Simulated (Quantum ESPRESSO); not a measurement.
## Calculated data, ZrTi₂O₄F₄ (made-up cell, one site empty)

Computed with Quantum ESPRESSO 7.5. Calculation on a made-up crystal cell, not a measurement: periodic Kohn-Sham density functional theory in plane waves with PseudoDojo standard norm-conserving scalar-relativistic pseudopotentials, each functional with its own files (v0.5 for PBE, v0.4.1 for LDA and PBEsol), no spin polarisation, no spin-orbit coupling, atoms not relaxed, stress positive in tension, energies less a fixed whole-eV offset for each atom's element; levels are Kohn-Sham levels at fractions of this cell's reciprocal vectors, counted from the reference band (half the neutral cell's valence electrons, rounded up) at Gamma; error bars cover cutoff and k-mesh only, not smearing or the files; each bar is the largest change over components, and at least 0.002 eV, 0.002 eV per angstrom or 0.02 GPa; added strain carries the atoms with the cell, and shear is the tensor component; no dispersion term; energies are for the whole cell, and the offsets were chosen from early runs and are not element reference energies.

Common to all runs: lattice type fluorite; empty site 2; functional pbe; cutoff 1143 eV; fermi dirac smearing 0.025 eV; scf tolerance 1e-07 eV; electrons removed 0; k mesh 5 x 5 x 5, shifted by half a step.

(1) 
```xyz
11
Lattice="4.9746 -0.0114 0.0151 -0.0114 4.9788 0.0115 0.0151 0.0115 4.8154" Properties=species:S:1:pos:R:3 formula=ZrTi2O4F4 free_energy_less_offsets=17.38 scf_iterations=21 smearing_term_minus_ts=0 pressure=7.709 stress_xx=-0.7867 stress_yy=-4.363 stress_zz=-17.98 stress_yz=-1.136 stress_xz=7.242 stress_xy=0.8907 reference_band=44 error_bar_energy=0.00313 error_bar_stress=0.03127 error_bar_force=0.002 error_bar_next_band_up=0.002 error_bars_from=tighter_rerun_of_a_related_cell
Ti     0.1716     0.0220    -0.0258
Zr     2.3684     0.0783     2.3600
Ti     2.3794     2.5485     0.1364
O      1.2680     1.1480     1.1219
F      1.3087     1.2145     3.6429
O      1.2326     3.7223     1.0965
F      1.3374     3.9217     3.6586
O      3.6557     1.2893     1.2539
F      3.8545     1.2410     3.6538
F      3.6853     3.7692     1.1651
O      3.6588     3.7694     3.5144
```

Units: free_energy_less_offsets, smearing_term_minus_ts, error_bar_energy, error_bar_next_band_up in eV; pressure, stress_xx, stress_yy, stress_zz, stress_yz, stress_xz, stress_xy, error_bar_stress in GPa; error_bar_force in eV/Å.

Atoms:
```csv
atoms element,atom site,atom energy offset (eV)
Ti,1,-1614
Zr,3,-1377
Ti,4,-1614
O,5,-452
F,6,-677
O,7,-452
F,8,-677
O,9,-452
F,10,-677
F,11,-677
O,12,-452
```

Forces:
```csv
site,x (eV/Å),y (eV/Å),z (eV/Å)
1,-3.425,0.05581,2.387
3,5.614,-0.6754,-2.276
4,3.466,-0.2467,1.668
5,-2.12,0.8891,-2.01
6,-0.3769,2.016,0.1065
7,0.1388,-0.3952,-0.2947
8,-2.222,-1.915,0.2258
9,-0.7304,0.2995,-1.789
10,-0.2287,-0.1588,0.4637
11,0.1473,0.05488,-0.8093
12,-0.2635,0.07583,2.328
```

Levels:
```csv
level k point,next band up (eV)
Gamma,0.7955
"(1/2,1/2,1/2)",0.7291
"(0.15,0,0)",0.837
"(0,0.15,0)",0.8273
"(0,0,0.15)",0.8165
```

(2) 
```xyz
11
Lattice="4.9746 -0.0114 0.0151 -0.0114 4.9788 0.0115 0.0151 0.0115 4.8154" Properties=species:S:1:pos:R:3 formula=ZrTi2O4F4
Ti     0.1716     0.0220    -0.0258
Zr     2.3870     0.0783     2.3600
Ti     2.3794     2.5485     0.1364
O      1.2680     1.1480     1.1219
F      1.3087     1.2145     3.6429
O      1.2326     3.7223     1.0965
F      1.3374     3.9217     3.6586
O      3.6557     1.2893     1.2539
F      3.8545     1.2410     3.6538
F      3.6853     3.7692     1.1651
O      3.6588     3.7694     3.5144
```

Atoms:
```csv
atoms element,atom site,atom energy offset (eV)
Ti,1,-1614
Zr,3,-1377
Ti,4,-1614
O,5,-452
F,6,-677
O,7,-452
F,8,-677
O,9,-452
F,10,-677
F,11,-677
O,12,-452
```

(3) 
```xyz
11
Lattice="4.9746 -0.0114 0.0151 -0.0114 4.9788 0.0115 0.0151 0.0115 4.8154" Properties=species:S:1:pos:R:3 formula=ZrTi2O4F4
Ti     0.1716     0.0220    -0.0258
Zr     2.4176     0.0783     2.3600
Ti     2.3794     2.5485     0.1364
O      1.2680     1.1480     1.1219
F      1.3087     1.2145     3.6429
O      1.2326     3.7223     1.0965
F      1.3374     3.9217     3.6586
O      3.6557     1.2893     1.2539
F      3.8545     1.2410     3.6538
F      3.6853     3.7692     1.1651
O      3.6588     3.7694     3.5144
```

Atoms:
```csv
atoms element,atom site,atom energy offset (eV)
Ti,1,-1614
Zr,3,-1377
Ti,4,-1614
O,5,-452
F,6,-677
O,7,-452
F,8,-677
O,9,-452
F,10,-677
F,11,-677
O,12,-452
```

(4) 
```xyz
11
Lattice="4.9746 -0.0114 0.0151 -0.0114 4.9788 0.0115 0.0151 0.0115 4.8154" Properties=species:S:1:pos:R:3 formula=ZrTi2O4F4
Ti     0.1716     0.0220    -0.0258
Zr     2.4337     0.0783     2.3600
Ti     2.3794     2.5485     0.1364
O      1.2680     1.1480     1.1219
F      1.3087     1.2145     3.6429
O      1.2326     3.7223     1.0965
F      1.3374     3.9217     3.6586
O      3.6557     1.2893     1.2539
F      3.8545     1.2410     3.6538
F      3.6853     3.7692     1.1651
O      3.6588     3.7694     3.5144
```

Atoms:
```csv
atoms element,atom site,atom energy offset (eV)
Ti,1,-1614
Zr,3,-1377
Ti,4,-1614
O,5,-452
F,6,-677
O,7,-452
F,8,-677
O,9,-452
F,10,-677
F,11,-677
O,12,-452
```

Question: ZrTi₂O₄F₄ (made-up cell, one site empty) (entry 2): stress yy?
Answer: -4.025 GPa

Question: What stress yz does the calculation give for ZrTi₂O₄F₄ (made-up cell, one site empty) (entry 2)?
Answer: -1.169 GPa

Question: Estimate the stress xx of ZrTi₂O₄F₄ (made-up cell, one site empty) (entry 3).
Answer: -0.9283 GPa

Question: ZrTi₂O₄F₄ (made-up cell, one site empty) (entry 3): pressure?
Answer: 7.127 GPa

Question: ZrTi₂O₄F₄ (made-up cell, one site empty) (entry 3): stress yy?
Answer: -3.54 GPa

Question: Give the missing stress zz for ZrTi₂O₄F₄ (made-up cell, one site empty) (entry 4).
Answer: -16.63 GPa

Question: Give the missing stress xx for ZrTi₂O₄F₄ (made-up cell, one site empty) (entry 4).
Answer: -0.9869 GPa

Question: ZrTi₂O₄F₄ (made-up cell, one site empty) (entry 4): stress xy?
Answer: 0.7244 GPa

Question: What stress xz does the calculation give for ZrTi₂O₄F₄ (made-up cell, one site empty) (entry 4)?
Answer: 7.074 GPa

Further results for ZrTi₂O₄F₄ (made-up cell, one site empty) (entry 2):

- free energy less offsets: 17.27 eV
- scf iterations: 21
- smearing term minus ts: 0 eV
- pressure: 7.466 GPa
- stress xx: -0.8333 GPa
- stress zz: -17.54 GPa
- stress xz: 7.197 GPa
- stress xy: 0.8442 GPa
- reference band: 44
- error bar energy: 0.00313 eV
- error bar stress: 0.03127 GPa
- error bar force: 0.002 eV/Å
- error bar next band up: 0.002 eV
- error bars from: tighter rerun of a related cell

Forces:
```csv
site,x (eV/Å),y (eV/Å),z (eV/Å)
1,-3.239,0.07051,2.388
3,5.29,-0.6358,-2.141
4,3.302,-0.2416,1.671
5,-2.066,0.8196,-1.97
6,-0.3164,1.952,0.03584
7,0.1848,-0.3988,-0.301
8,-2.184,-1.842,0.1629
9,-0.6779,0.3235,-1.806
10,-0.2233,-0.1467,0.4686
11,0.1812,0.03389,-0.8306
12,-0.251,0.06524,2.323
```

Levels:
```csv
level k point,next band up (eV)
Gamma,0.8202
"(1/2,1/2,1/2)",0.7547
"(0.15,0,0)",0.8621
"(0,0.15,0)",0.8528
"(0,0,0.15)",0.8404
```

Further results for ZrTi₂O₄F₄ (made-up cell, one site empty) (entry 3):

- free energy less offsets: 17.12 eV
- scf iterations: 22
- smearing term minus ts: 0 eV
- stress zz: -16.91 GPa
- stress yz: -1.218 GPa
- stress xz: 7.117 GPa
- stress xy: 0.7664 GPa
- reference band: 44
- error bar energy: 0.00313 eV
- error bar stress: 0.03127 GPa
- error bar force: 0.002 eV/Å
- error bar next band up: 0.002 eV
- error bars from: tighter rerun of a related cell

Forces:
```csv
site,x (eV/Å),y (eV/Å),z (eV/Å)
1,-2.934,0.09393,2.386
3,4.751,-0.5778,-1.917
4,3.028,-0.2329,1.676
5,-1.98,0.7134,-1.911
6,-0.2213,1.855,-0.07038
7,0.2562,-0.409,-0.3159
8,-2.121,-1.728,0.06648
9,-0.5854,0.3692,-1.842
10,-0.2103,-0.1237,0.4803
11,0.2411,-0.005071,-0.87
12,-0.2253,0.04526,2.319
```

Levels:
```csv
level k point,next band up (eV)
Gamma,0.8614
"(1/2,1/2,1/2)",0.7975
"(0.15,0,0)",0.9035
"(0,0.15,0)",0.895
"(0,0,0.15)",0.8804
```

Further results for ZrTi₂O₄F₄ (made-up cell, one site empty) (entry 4):

- free energy less offsets: 17.05 eV
- scf iterations: 21
- smearing term minus ts: 0 eV
- pressure: 6.981 GPa
- stress yy: -3.324 GPa
- stress yz: -1.24 GPa
- reference band: 44
- error bar energy: 0.00313 eV
- error bar stress: 0.03127 GPa
- error bar force: 0.002 eV/Å
- error bar next band up: 0.002 eV
- error bars from: tighter rerun of a related cell

Forces:
```csv
site,x (eV/Å),y (eV/Å),z (eV/Å)
1,-2.773,0.1059,2.384
3,4.464,-0.5509,-1.799
4,2.883,-0.2282,1.678
5,-1.935,0.6612,-1.883
6,-0.1735,1.807,-0.1214
7,0.2912,-0.416,-0.3259
8,-2.088,-1.671,0.01896
9,-0.5333,0.3967,-1.865
10,-0.2012,-0.1099,0.4882
11,0.2746,-0.02788,-0.8931
12,-0.2087,0.0333,2.319
```

Levels:
```csv
level k point,next band up (eV)
Gamma,0.884
"(1/2,1/2,1/2)",0.8213
"(0.15,0,0)",0.9261
"(0,0.15,0)",0.9184
"(0,0,0.15)",0.9023
```
